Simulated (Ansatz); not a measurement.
Cell and atoms are relaxed with the symmetry kept. Start:

```cif
data_structure
_symmetry_space_group_name_H-M 'P 1'
_symmetry_Int_Tables_number 1
_cell_length_a 3.7770
_cell_length_b 3.7770
_cell_length_c 6.4980
_cell_angle_alpha 90.000
_cell_angle_beta 90.000
_cell_angle_gamma 120.000
_cell_volume 80.28
loop_
_atom_site_label
_atom_site_type_symbol
_atom_site_fract_x
_atom_site_fract_y
_atom_site_fract_z
_atom_site_occupancy
Ti1 Ti 0.00000 0.00000 0.00000 1
Te1 Te 0.66667 0.33333 0.26280 1
Te2 Te 0.33333 0.66667 0.73720 1
```

All numbers below come from Ansatz 0.2.0, DFT PBE+D3(BJ), scalar-relativistic, plane waves, PAW.

Cutoff 420 eV; k points 15×15×8 on the computed 3-atom cell (Γ-centred); Gaussian smearing, width 0.10 eV; no spin polarisation.

What does it relax to?

The volume decreases by 1.59 Å³/atom to 25.17 Å³/atom, and the energy falls by 11.5 meV/atom. Final structure:
```
CELL_PARAMETERS angstrom
3.69628 0.00000 0.00000
-1.84814 3.20108 0.00000
0.00000 0.00000 6.38283
ATOMIC_POSITIONS crystal
Ti 0.00000 0.00000 0.00000
Te 0.66667 0.33333 0.27118
Te 0.33333 0.66667 0.72882
```